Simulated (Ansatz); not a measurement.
# Relaxing a structure of MgS

The start is a randomly generated symmetric cell of MgS (space group No. 123). A full variable-cell relaxation at zero pressure is run with r2SCAN (plane waves to 500 eV, PAW, scalar-relativistic; Ansatz, an electronic-structure program). The first steps use a 6×6×7 k-mesh.

Initial structure:
```
CELL_PARAMETERS angstrom
      5.44248     0.00000     0.00000
      0.00000     5.44248     0.00000
      0.00000     0.00000     4.61182
ATOMIC_POSITIONS crystal
  Mg 0.50000 0.50000 0.82048
  Mg 0.50000 0.50000 0.17952
  Mg 0.00000 0.00000 0.00000
  S  0.00000 0.50000 0.00000
  S  0.50000 0.00000 0.00000
  S  0.00000 0.00000 0.50000
```

**Question.** How do the shortest distances between atoms change?

**Answer.** The closest pairs of elements (up to four, under 3.6 Å), start → end: Mg–Mg 1.66 → 2.84 Å; Mg–S 2.31 → 2.32 Å; S–S 3.57 → 3.28 Å.

**Question.** Is the relaxed structure metallic? Give its gap.

**Answer.** No gap (metallic).

The space group stays P4/mmm (No. 123) (the run could not lower it), with 6 atoms in the primitive cell. Final values are on a 10×10×8 k-mesh of the relaxed cell. The start holds a very short contact (Mg–Mg 1.66 Å). No spin polarisation in the result.

The run could not lose the symmetry of its start: the end is stationary, and may be a saddle point rather than a minimum.

The relaxed structure here is a generated cell of MgS: the first start was made by a random draw of sites in a space group, and the end was not matched to a known phase here, so it may be hypothetical. Known forms of MgS include space group No. 216, 225.
